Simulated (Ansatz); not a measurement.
Start of a relaxation of B3N2:

```cif
data_structure
_symmetry_space_group_name_H-M 'P-6m2'
_symmetry_Int_Tables_number 187
_cell_length_a 3.3831
_cell_length_b 3.3831
_cell_length_c 4.1543
_cell_angle_alpha 90.000
_cell_angle_beta 90.000
_cell_angle_gamma 120.000
_cell_volume 41.18
loop_
_atom_site_label
_atom_site_type_symbol
_atom_site_symmetry_multiplicity
_atom_site_Wyckoff_symbol
_atom_site_fract_x
_atom_site_fract_y
_atom_site_fract_z
_atom_site_occupancy
B1 B 2 g 0.00000 0.00000 0.74540 1
B2 B 1 e 0.66667 0.33333 0.00000 1
N1 N 1 f 0.66667 0.33333 0.50000 1
N2 N 1 c 0.33333 0.66667 0.00000 1
```

These are results of DFT PBE, scalar-relativistic, plane waves, PAW (Ansatz), not measurements. Cutoff 420 eV, Gaussian smearing, Γ-centred meshes. Cell and atoms relax first on a coarse mesh and then on a finer one. In between, the cell is made exact in the group found at 0.06 Å. In metals the finer mesh still leaves noise of several meV/atom or more. The steps can't lower the symmetry of their start. Collinear spin is switched on along the way, since trial moments persisted in a coarse test.

A guess keeps its type if space group and coordination stay and the shape of the cell changes little (axis ratios within about 15 %, angles within 6°); the volume may change.

Q: Does this structure survive the relaxation?

A: It doesn't keep its type. The symmetry stays P-6m2 (No. 187). The volume per atom grows by 0.8 %, from 8.2 to 8.3 Å³. The shortest distance goes from 1.95 Å (B–N) to 1.49 Å (B–B). The ratio c/a of the conventional cell changes by a factor of 0.61. Counting neighbours within 15 % of an atom's shortest distance, the start has B 11, N 8/9 and the end B 2, N 2/9. In detail, at the end around B on a site of symmetry 3m lie 2 B at 1.49–1.50 Å, 3 B at 2.43 Å and 6 N at 2.43 Å; B on a site of symmetry -6m2 is surrounded by 2 N at 1.49 Å and 3 N at 2.31 Å; around N on its first site lie 2 B at 1.49 Å; 1 more site not described.

```yaml
crystal:
  lattice:
    - [4.00421, 0.00000, 0.00000]
    - [-2.00211, 3.46775, 0.00000]
    - [0.00000, 0.00000, 2.98994]
  atoms:
    - { symbol: B, position: [0.00000, 0.00000, 0.75101] }
    - { symbol: B, position: [0.00000, 0.00000, 0.24899] }
    - { symbol: B, position: [0.66667, 0.33333, 0.00000] }
    - { symbol: N, position: [0.66667, 0.33333, 0.50000] }
    - { symbol: N, position: [0.33333, 0.66667, 0.00000] }
```

The last run used collinear spin, a 12×12×12 mesh for its 5-atom cell and Gaussian smearing of 0.10 eV. Weakly bound directions are ill-defined at this level, which has no dispersion term. Another magnetic order may lie lower. A structure relaxed within its symmetry needn't be a true minimum. Another cell of B3N2 relaxed alike but without spin, in R32, lies 1.95 eV/atom lower, so this cell isn't the stable form at this level.

In counts of neighbours, a slash parts the counts of unlike sites.
